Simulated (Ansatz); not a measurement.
BaTiO3:
Space group Pm-3m (No. 221); a = b = c = 3.994 Å, α = β = γ = 90.00°

```json
[
 {"atom": "Ba", "site": "1b", "symmetry": "m-3m", "x": "0.5000", "y": "0.5000", "z": "0.5000"},
 {"atom": "Ti", "site": "1a", "symmetry": "m-3m", "x": "0.0000", "y": "0.0000", "z": "0.0000"},
 {"atom": "O", "site": "3d", "symmetry": "4/mm.m", "x": "0.0000", "y": "0.0000", "z": "0.5000"}
]
```

Relaxed with r²SCAN. r²SCAN in the plane-wave PAW code Ansatz gives a gap of 2.18 eV.

Task: What gap does HSE06 give on the same cell (Ansatz, PAW)?

Result: 3.21 eV, 1.03 eV more. The hybrid was solved on a coarser mesh and at special points; its gap is the smallest among all of these.

```json
[
 {"k": "Γ", "v1 r²SCAN": "-0.10", "c1 r²SCAN": "2.18", "v1 HSE06": "-0.08", "c1 HSE06": "3.21"},
 {"k": "R", "v1 r²SCAN": "0.00", "c1 r²SCAN": "4.59", "v1 HSE06": "___", "c1 HSE06": "___"},
 {"k": "M", "v1 r²SCAN": "-0.05", "c1 r²SCAN": "3.90", "v1 HSE06": "___", "c1 HSE06": "___"},
 {"k": "X", "v1 r²SCAN": "-0.69", "c1 r²SCAN": "2.30", "v1 HSE06": "___", "c1 HSE06": "___"}
]
```

Task: Top valence (v1) and lowest conduction level (c1) in eV from each method's valence maximum (which need not be a listed point): supply the withheld HSE06 values.

Result: 
- R, v1 HSE06: 0.00
- R, c1 HSE06: 5.94
- M, v1 HSE06: -0.05
- M, c1 HSE06: 5.16
- X, v1 HSE06: -0.72
- X, c1 HSE06: 3.36

Cost on shared cores: the r²SCAN run (SCF on a 7×7×7 mesh, then bands and DOS) about 29 core-seconds (a rough figure), the HSE06 run (SCF on 4×4×4, then a few points) very roughly 70 core-seconds; the tasks are unlike.

This is a known high-temperature phase of the composition, computed here at zero pressure and temperature. The cell was relaxed with r²SCAN under the symmetry of its start. At this level the phase is dynamically unstable (imaginary phonons). The run is not spin-polarised. Spin–orbit coupling is left out wherever it is not named.

Potentials: the earlier of the program's two PAW sets.
